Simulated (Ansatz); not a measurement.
Relaxed AgCl (rock salt):

```
AgCl
1.0
    0.00000     5.61150     5.61150
    2.80575     2.80575     5.61150
    2.80575     2.80575     0.00000
Cl Ag
2 2
Direct
  0.00000   0.00000   0.00000
  0.50000   0.00000   0.00000
  0.00000   0.50000   0.50000
  0.50000   0.50000   0.50000
```

A phonon eigenvector at X = (0.5, 0.5, 0.0) is frozen into this cell: atom i moves by Q times the vector below, so Q is the largest atomic displacement, in Å. The cell is held. (q is in reciprocal vectors of the primitive cell; the cell shown is doubled to hold the pattern.)

```csv
atom,x,y,z
Cl1,0.000,0.000,-1.000
Cl2,0.000,0.000,1.000
Ag3,0.000,0.000,0.144
Ag4,0.000,0.000,-0.144
```

The numbers are results of PBE (plane waves to 420 eV, PAW, scalar-relativistic; Ansatz, a program for electronic structure), not measurements. k mesh 10×10×10 (Γ-centred), Fermi-Dirac smearing 0.05 eV. Energies are smeared free energies. AgCl was relaxed with its symmetry unable to fall. The zero of ΔE is the undisplaced structure.

```
Q (Å)    ΔE (meV/cell)
-------  -------------
-0.2800            344
-0.2333       withheld
-0.1867            141
-0.1400             77
-0.0933             34
-0.0467              8
0.0000               0
0.0467               8
0.0933              34
0.1400              77
0.1867             141
0.2333        withheld
0.2800             344
```

### Question
Fit an even polynomial form (powers 2, 4) to the given rows and predict ΔE at Q = -0.2333.

### Answer
Least squares on the 11 given rows: ΔE = (3779)·Q² + (7766)·Q⁴, in meV/cell with Q in Å; root-mean-square residual 0.3 meV/cell. At -0.2333 the fit gives 229 meV/cell; the calculation gives 229 meV/cell, the same to the digits shown. The quadratic term alone would give 206 meV/cell.

(For displaced atoms, the force is minus the slope of the energy, and its curvature is a force constant, which sets phonon frequencies.)
